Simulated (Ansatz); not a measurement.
A (001) slab of Mg (P6_3/mmc (No. 194)), 5 planes, outer planes Mg (top) and Mg (bottom), with 5 atoms (Mg5) in a surface cell of A = 8.803 Å², as cut from the bulk:

```xyz
5
Lattice="3.1882 0.0000 0.0000 -1.5941 2.7611 0.0000 0.0000 0.0000 25.2169" Properties=species:S:1:pos:R:3 pbc="T T T"
Mg    0.0000    1.8407    7.5000
Mg    1.5941    0.9204   10.0542
Mg    0.0000    1.8407   12.6085
Mg    1.5941    0.9204   15.1627
Mg    0.0000    1.8407   17.7169
```

Method: DFT PBEsol, scalar-relativistic, plane waves, PAW (Ansatz). Cutoff 420 eV; k points 12×12×1 on the computed 5-atom cell (Γ-centred); Gaussian smearing, width 0.10 eV; no spin polarisation.

Against the same 5 atoms in the bulk, the slab as cut lies 0.710 eV higher and the relaxed slab 0.699 eV higher.

Q: Work out the surface energy before and after relaxation.

A: The slab has two faces, so γ = (E_slab − N·E_bulk)/(2A), the mean of both. As cut: 0.710/(2 × 8.803) = 0.0403 eV/Å², and 1 eV/Å² = 16.02 J/m², so γ = 0.65 J/m². Relaxed: 0.699/(2 × 8.803) = 0.0397 eV/Å² = 0.64 J/m². Relaxation recovers 1.5 % of the cost of cutting.

Q: What is the ideal work of this cut, per area?

A: Griffith's ideal work is 2γ: 1.29 J/m² if the new faces stay rigid, 1.27 J/m² if they relax. One thickness was run, 5 planes, so γ can still shift with it.